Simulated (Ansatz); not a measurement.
# NaZnF$_{3}$: the gap from level to level

A database entry relaxed whole under r2SCAN at zero pressure (Pnma, No. 62):

```
CELL_PARAMETERS angstrom
5.58673 0.00000 0.00000
0.00000 7.72213 0.00000
0.00000 0.00000 5.36397
ATOMIC_POSITIONS crystal
Na 0.06153 0.25000 0.98197
Na 0.93847 0.75000 0.01803
Na 0.43847 0.75000 0.48197
Na 0.56153 0.25000 0.51803
Zn 0.00000 0.00000 0.50000
Zn 0.00000 0.50000 0.50000
Zn 0.50000 0.00000 0.00000
Zn 0.50000 0.50000 0.00000
F 0.46055 0.25000 0.10870
F 0.53945 0.75000 0.89130
F 0.03945 0.75000 0.60870
F 0.96055 0.25000 0.39130
F 0.30044 0.05678 0.69520
F 0.69956 0.55678 0.30480
F 0.19956 0.94322 0.19520
F 0.80044 0.44322 0.80480
F 0.69956 0.94322 0.30480
F 0.30044 0.44322 0.69520
F 0.80044 0.05678 0.80480
F 0.19956 0.55678 0.19520
```

Its volume is 11.57 Å³ an atom, -1.2 % against the entry's 11.72, a measured cell (1992, 293 K).

Single points on this cell with plane-wave PAW DFT (Ansatz 0.2.0; r2SCAN 500 eV, hybrids 420 eV; fermi-dirac occupations of width 0.020 eV; no moments): r2SCAN on a 6×4×6 Γ-centred mesh; HSE06 on a 4×2×4 Γ-centred mesh; PBE0 on a 4×2×4 Γ-centred mesh.

**Question.** What does each level give for gap and charges?

**Answer.** The runs give:

```
 level  gap (eV), or kind  pressure (GPa)  Bader charge of Na (e)  Bader charge of Zn (e)  Bader charge of F (e)
r2SCAN               4.63             0.0                   +0.91                   +1.51                  -0.81
 HSE06               6.38             1.9                   +0.91                   +1.53                  -0.81
  PBE0               7.13             1.7                   +0.91                   +1.53                  -0.81
```

Under r2SCAN the gap is 4.63 eV, over mesh and band path. HSE06 moves it by +1.74 eV and PBE0 by +2.50 eV; PBE0 keeps its exact exchange at long range, which widens the gap over HSE06's by 0.75 eV on their common mesh.

Caveats: the relaxation kept the start's symmetry; HSE06 is read on its mesh and at the zone's corners, PBE0 on its mesh alone; hybrid pressures are good to a few tenths of a GPa; pressure is positive in compression.
